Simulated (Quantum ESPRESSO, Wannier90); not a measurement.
# Wannier functions of Cu₂O (Pn-3m)

```xyz
6
Lattice="4.2467 0.0000 0.0000 0.0000 4.2467 0.0000 0.0000 0.0000 4.2467" Properties=species:S:1:pos:R:3 pbc="T T T"
Cu     1.0617     1.0617    -1.0617
Cu     1.0617    -1.0617     1.0617
Cu    -1.0617    -1.0617    -1.0617
Cu    -1.0617     1.0617     1.0617
O      2.1233     2.1233     2.1233
O      0.0000     0.0000     0.0000
```

Cell from Materials Project (mp-361), symmetrised, no further relaxation. COD (Crystallography Open Database) has an entry of this formula and space group (matched by these alone). Level: LDA, no spin polarisation, no spin-orbit coupling; pw.x of Quantum ESPRESSO at 74 Ry with PseudoDojo potentials, 6×6×6 k-points, Wannier90. Density: 8×8×8 mesh, Gaussian smearing 0.01 Ry. A non-magnetic state is assumed, with no Hubbard U; filled 3d bands tend to lie too high at this level.

Bands 17-44 form an isolated set from -19.98 to 0.00 eV relative to the valence-band maximum (on the path) and are turned into 28 Wannier functions by minimising the spread from the start: SCDM (isolated).

**Question.** Where do the functions sit, how wide are they and what are they made of?

**Answer.** 
| functions | spread (Å²) | nearest atom, distance (Å) | second atom, distance (Å) | weight on atomic waves |
|---|---|---|---|---|
| 4 | 0.55 | Cu 0.00 | O 1.84 | Cu 3d 99 % |
| 4 | 0.52 | Cu 0.00 | O 1.84 | Cu 3d 99 % |
| 4 | 0.62 | Cu 0.00 | O 1.84 | Cu 3d 98 % |
| 4 | 0.61 | Cu 0.00 | O 1.84 | Cu 3d 98 % |
| 4 | 1.11 | Cu 0.00 | O 1.84 | Cu 3d 83 %, Cu 4s 13 % |
| 8 | 0.85 | O 0.41 | Cu 1.43 | O 2p 64 %, O 2s 21 %, Cu 4s 10 % |

Ω_I = 18.36 Å², Ω_total = 20.53 Å²; the interpolated bands follow pw.x to 3.9 meV rms on the path. It is the lowest total spread that any start reached here.
